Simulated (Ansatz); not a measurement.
BaTiO3:
```
BaTiO3
1.0
    0.00000     2.79393    -2.79909
    0.00000     2.79393     2.79909
    3.92323     0.00000     0.00000
Ba Ti O
1 1 3
Direct
  0.99831   0.00169   0.00000
  0.48809   0.51191   0.50000
  0.50895   0.98533   0.50000
  0.01467   0.49105   0.50000
  0.51010   0.48990   0.00000
```

Relaxed with LDA. Special points in fractions of this cell's reciprocal vectors: Γ (0.000, 0.000, 0.000); Y (-0.500, 0.500, 0.000); C0 (-0.499, 0.501, 0.000); Σ0 (0.499, 0.499, 0.000); Z (0.000, 0.000, 0.500); A0 (0.499, 0.499, 0.500); E0 (-0.499, 0.501, 0.500); T (-0.500, 0.500, 0.500); S (0.000, 0.500, 0.000); R (0.000, 0.500, 0.500).

Question: List the band energies nearest the valence-band maximum at these points for LDA in the plane-wave PAW code Ansatz.

Answer: In eV from the valence-band maximum; about four levels below and three above (degenerate sets whole), none deeper than 8.9 eV; points with the same levels are listed once.

| k | below | above |
|---|---|---|
| Γ | -1.22 -0.27 -0.26 -0.19 | 2.03 2.17 2.23 |
| Y | -1.63 -0.82 -0.79 -0.13 | 3.88 3.90 4.27 |
| Z | -1.83 -1.71 -0.94 -0.83 | 2.35 3.83 3.91 |
| A0 | -2.30 -0.09 -0.01 0.00 | 4.53 4.55 4.61 |
| S | -1.92 -1.79 -0.80 -0.70 | 2.23 3.85 3.87 |
| R | -1.66 -0.83 -0.82 -0.05 | 3.90 3.91 4.30 |

Space group Amm2. This is a known low-temperature phase of the composition, computed here at zero pressure and temperature. The LDA relaxation kept the symmetry of its start. At this level the phase is dynamically unstable (imaginary phonons). The run is not spin-polarised. Spin–orbit coupling is left out wherever it is not named.

Potentials: the later of the program's two PAW sets.
